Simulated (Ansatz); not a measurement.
ZrIn (L1₀ or tetragonal B2, P4/mmm), PBE in the plane-wave PAW code Ansatz, all energies at zero smearing, with the estimated change up to a 700 eV cutoff added, with one set of potentials and settings (totals compare only within such a set). Cell of 2 atoms (1 Zr, 1 In): -9782.330 eV.

```
element                reference phase  E (eV/atom)
-------  -----------------------------  -----------
Zr       P6_3/mmc, 2 atoms in the cell   -4183.8362
In         I4/mmm, 1 atoms in the cell   -5597.8481
```

Formation energy per atom, worked out: (-9782.330 − 1×(-4183.8362) − 1×(-5597.8481))/2 = -0.323 eV/atom (-31 kJ per mol of atoms), at 0 K, without zero-point energy or fitted corrections.

The first step of the workflow began from a Materials Project structure, measured or hypothetical; the Crystallography Open Database copy checked does not list it. With Zr and In taken as one species the cell has the higher symmetry Fm-3m, so it may be an ordered model of a mixed-site phase. Its standing as an ambient phase is unchecked. Symmetry was held in the PBE relaxation; whether a distortion lowers the energy is not shown. The run is not spin-polarised. The references are the lowest solids computed at this level, not always the standard phases.

Potentials: the later of the program's two PAW sets.
